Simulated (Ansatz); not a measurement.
BN: ¹¹B NMR of the central transition

Cell: a computed structure from the Materials Project (it need not be an observed phase), its atoms then relaxed with PBE in this cell.

```
CELL_PARAMETERS angstrom
2.50164 0.00000 0.00000
-1.25082 2.16648 0.00000
0.00000 0.00000 7.36932
ATOMIC_POSITIONS crystal
B 0.66667 0.33333 0.75000
B 0.33333 0.66667 0.25000
N 0.00000 0.00000 0.75000
N 0.00000 0.00000 0.25000
```

Atoms are numbered from 1 in the order listed; like atoms form one site, named after its first atom.

All values are calculated (Ansatz; DFT, LDA, plane waves and PAW, scalar-relativistic, 420 eV cutoff, Γ-centred 14×14×4 k-points, Fermi–Dirac smearing 0.02 eV), not measured.

¹¹B has I = 3/2 and Q = 40.59 mb (Pyykkö 2018); at 35.2 T its Larmor frequency is ν₀ = 480.9 MHz. Only the quadrupole interaction is simulated: positions count from each site's isotropic chemical shift, and J coupling is left out, as are shift anisotropy and dipolar coupling, which fast spinning averages.

(1) Give C_Q, η, the quadrupolar product P_Q = |C_Q|(1 + η²/3)^½, the second-order isotropic shift and the breadth of the pattern (fast magic-angle spinning) for each B site.

Results:

(1) 

| site | first shell | C_Q (MHz) | η | P_Q (MHz) | δ_QIS (ppm) | breadth (kHz) |
| --- | --- | --- | --- | --- | --- | --- |
| B | 3 N at 1.44 Å | 2.77 | 0.00 | 2.77 | -0.828 | 0.853 |

δ_QIS = −(ν_Q²/30ν₀²)[I(I+1) − 3/4](1 + η²/3) × 10⁶ ppm with ν_Q = 3|C_Q|/[2I(2I−1)]; it falls as 1/B₀² in ppm, and the breadth as 1/B₀ in kHz.

An axis of threefold or higher order runs through B, so V_zz lies along it and η is zero.

At this cell the principal stresses reach 5 GPa in size with LDA, which can matter for small gradients.
